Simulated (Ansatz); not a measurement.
TiAl: zone-centre modes under pressure

TiAl, P4/mmm, a = 2.767 Å, c = 4.006 Å. The structure is a COD entry; whether it is the stable form wasn't checked. Ansatz: LDA, PAW, 420 eV, Γ-centred 14×14×10 mesh on 2 atoms, Fermi-Dirac smearing 0.15 eV; no spin polarisation. Cell and atoms are relaxed at each pressure with the symmetry kept; optical modes at Γ by linear response, in cm⁻¹, matched by rank (the highest 2 distinct ones).

```
P (GPa) V (Å³/atom)     ω1     ω2
      0       15.331  271.9  318.2
      3       14.984  281.1  332.8
      8       14.483  294.8  353.9
     15       13.893      ?      ?
```

Question: Get each mode's Grüneisen parameter γ = −d ln ω/d ln V from the other rows and predict the missing frequencies.

Answer: ln(V/V0) = 0.0000, -0.0229, -0.0569, -0.0985; a line through ln(ω/ω0) of the 3 known rows gives ω1: γ = 1.419 (intercept 0.0003), predicted 312.8, computed 311.6; ω2: γ = 1.864 (intercept 0.0008), predicted 382.6, computed 380.1. The worst miss is 0.7 %, or 4 % of the shift under pressure, so a constant γ serves at that level. In a metal these frequencies hang on the mesh and smearing.

The mesh isn't the same in all rows (14×14×10, 16×16×10).

Cost: 4 runs of about 4.1 core-minutes in all, on Intel Xeon Platinum 8259CL (Skylake/Cascade Lake) (shared hosts).